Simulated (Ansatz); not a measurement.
A generated cell, not matched to a known phase here, of Cs₃TlF₆: R-3m, hexagonal axes (No. 166), hR10; a = b = 8.432 Å, c = 12.072 Å, α = β = 90.00°, γ = 120.00°; Cs 9e (0.000, 0.500, 0.000); F 18h (0.126, 0.253, 0.097); Tl 3a (0.000, 0.000, 0.000). All values below come from r2SCAN (plane waves to 500 eV, PAW, scalar-relativistic; Ansatz, an electronic-structure program). Element references, the lowest calculated here: Tl (P6₃/mmc), Cs (Im-3m), F (R-3m, a generated molecular cell); gases are represented by their molecular solids.

Total energies (eV/atom, σ → 0; comparable only within this code, potentials and settings):

```
phase           E (eV/atom)
--------------  -----------
Cs3TlF6 (R-3m)    -3338.336
Tl (P6₃/mmc)     -11458.585
Cs (Im-3m)        -5685.926
F (R-3m)           -806.898
CsTlF3 (Fm-3m)    -3915.458
```

Task: What is the formation energy of this R-3m form of Cs3TlF6 from the elements?

Result: E_f = -3338.336 − [3 × (-5685.926) + 1 × (-11458.585) + 6 × (-806.898)] / 10 = -2.56 eV/atom (-25.6 eV per formula unit).

A lower structure of this composition may exist.

Static energies, no anion corrections, no zero-point energy. Values are rounded to 0.01 eV/atom. Not shown to be the ambient phase of their composition (a lower form may be missing, and a cell relaxed within its start's symmetry can be a saddle point): Cs3TlF6 (R-3m). Spin-orbit coupling is missing from these energies, which matters for elements this heavy. The compounds carry no spin polarisation.
